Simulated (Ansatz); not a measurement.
Relaxed-ion elastic tensor of Sb3Au in space group Im-3m (No. 229; Sb on 6b, Au on 2a) in GPa (Voigt order), plane-wave PAW r²SCAN (Ansatz code); density 9.01 g/cm³, 25.90 Å³ per atom.

```
 160  30.3  30.3   0.0   0.0   0.0
30.3   160  30.3   0.0   0.0   0.0
30.3  30.3   160   0.0   0.0   0.0
 0.0   0.0   0.0  14.7   0.0   0.0
 0.0   0.0   0.0   0.0  14.7   0.0
 0.0   0.0   0.0   0.0   0.0  14.7
```

Q: Is the crystal mechanically stable?

A: Yes: the smallest eigenvalue of C is 14.7 GPa.

Q: Work out the Voigt, Reuss and Hill averages.

A: K_V = 73.6, K_R = 73.6, K_H = 73.6; G_V = 34.8, G_R = 21.3, G_H = 28.0 GPa.

Q: Give Young's modulus, Poisson's ratio, Pugh's ratio and the universal anisotropy index.

A: E = 9KG/(3K + G) = 74.7 GPa; ν = 0.33; K/G = 2.63 (ductile by the Pugh limit of 1.75); A_U = 5G_V/G_R + K_V/K_R − 6 = 3.18.

Q: Estimate the sound speeds and the Debye temperature.

A: v_l = √((K + 4G/3)/ρ) = 3510 m/s, v_t = √(G/ρ) = 1760 m/s, mean 1980 m/s; Θ = (h/k)(3n/4πV)^(1/3) v_m = 199 K.

Q: Give the Zener ratio and Young's modulus along [100], [110] and [111].

A: A = 2C44/(C11 − C12) = 0.23; 1/E = S11 − 2(S11 − S12 − S44/2)Γ with Γ = 0, 1/4, 1/3 gives 151, 50.5, 41.3 GPa.

Q: Solve the Christoffel equation for the three sound speeds along [100], [110], [111].

A: Eigenvalues of C_ijkl n_j n_l equal ρv². In km/s, slowest first: [100] 1.28, 1.28, 4.22; [110] 1.28, 2.69, 3.49; [111] 2.31, 2.31, 3.22.

The workflow started from an entry of the Crystallography Open Database (COD). Its standing as an ambient phase is unchecked. The r²SCAN relaxation kept the symmetry of its start; of distortions, only those at the zone centre were tested. As this level gives no gap, shear constants depend on the k-mesh and smearing (Fermi–Dirac, 0.1 eV here). Scalar-relativistic: spin–orbit coupling is off unless named, which matters more the heavier the elements.

Potentials: the later of the program's two PAW sets.
